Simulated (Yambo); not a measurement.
Yambo run on CdBr₂ (space group P6_3mc, No. 186). The wavefunctions come from this Quantum ESPRESSO step (PBEsol, PseudoDojo standard norm-conserving files, scalar-relativistic):

```
&CONTROL
  calculation = 'nscf'
  pseudo_dir = './pseudo'
  outdir = './out'
/
&SYSTEM
  ibrav = 0
  nat = 6
  ntyp = 2
  ecutwfc = 102.0
  ecutrho = 408.0
  occupations = 'fixed'
  force_symmorphic = .true.
  nbnd = 264
/
&ELECTRONS
  conv_thr = 6.000000000000001e-09
  diago_full_acc = .true.
  diago_thr_init = 1e-08
/
ATOMIC_SPECIES
Br 79.9040 Br.upf
Cd 112.4140 Cd.upf
CELL_PARAMETERS angstrom
  3.997131766910   0.000000000000   0.000000000000
 -1.998565883455   3.461617652418   0.000000000000
  0.000000000000   0.000000000000  12.575247200000
ATOMIC_POSITIONS crystal
Br   0.000000000000   0.000000000000   0.749632501700
Br   0.000000000000   0.000000000000   0.249632501700
Br   0.333333333333   0.666666666667   0.000332832600
Br   0.666666666667   0.333333333333   0.500332832600
Cd   0.666666666667   0.333333333333   0.875024665700
Cd   0.333333333333   0.666666666667   0.375024665700
K_POINTS automatic
3 3 1 0 0 0
```

Yambo input:

```
rim_cut
gw0
dyson
el_el_corr
HF_and_locXC
ppa
em1d
RandQpts= 1000000
RandGvec= 1 Ry
EXXRLvcs= 102 Ry
VXCRLvcs= 408 Ry
Chimod= "HARTREE"
% BndsRnXp
 9 | 263 |
%
NGsBlkXp= 7 Ry
% LongDrXp
 1.0 | 1.0 | 1.0 |
%
PPAPntXp= 27.2114 eV
% GbndRnge
 1 | 263 |
%
GTermKind= "BG"
DysSolver= "n"
ExtendOut
% QPkrange
 1 | 1 | 34 | 35 |
 3 | 3 | 34 | 35 |
%
```

k points by index: 1 = Γ, 3 = K.

Table of the .qp output:

```
#    K-point    Band    Eo [eV]    E [eV]    E-Eo [eV]    Vxc [eV]    Vnlxc [eV]    Sc|Eo [eV]    Sc|E [eV]    dSc/dw|Eo [eV]    Re(Z)    Im(Z)
#
    1    34    0.000000    -1.019280    -1.019280    -14.36439    -17.92964    2.297686    2.545966    -6.627518    0.804143    -0.001319
    1    35    2.679780    3.348155    0.668375    -10.93547    -6.834051    -3.297659    -3.433043    -5.511083    0.831580    -0.001141
    3    34    -0.131052    -1.161159    -1.030107    -13.98496    -17.54629    2.278984    2.531226    -6.662491    0.803312    -0.001366
    3    35    4.292974    5.218626    0.925652    -12.84140    -8.291411    -3.423783    -3.624338    -5.895095    0.821934    -0.001156
```
(The two width columns are left out.) Convergence of these settings isn't established.

Spin-orbit coupling is not included.

Geometry relaxed with PBE+D3(BJ).
